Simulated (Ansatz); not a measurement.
As (diamond, Fd-3m) at seven volumes, plane-wave PAW PBE (Ansatz code), scaled uniformly. One row is withheld.

```
V (Å³/atom)  P (GPa)
-----------  -------
25.930             ?
26.785          3.04
27.640          1.46
28.495          0.00
29.350         -1.35
30.205         -2.47
31.060         -3.37
```

Task: Fit the shown pressures and predict the withheld one.

Result: P = (3/2)B₀(x^(7/2) − x^(5/2))[1 + (3/4)(B′ − 4)(x − 1)] with x = (V₀/V)^(2/3). Least squares on the six rows gives V₀ = 28.475 Å³/atom, B₀ = 45.4 GPa, B′ = 3.30. At V = 25.930, x = 1.0644 and P = 4.95 GPa. The run itself gave 4.91 GPa.

The start of the workflow was typed in or built on a structure type; neither database checked (COD, Materials Project) lists it. It is not the phase usual at ambient conditions (space group No. 166). The cell was relaxed with PBE under the symmetry of its start; its stability against distortions is not shown here.

Potentials: the earlier of the program's two PAW sets.
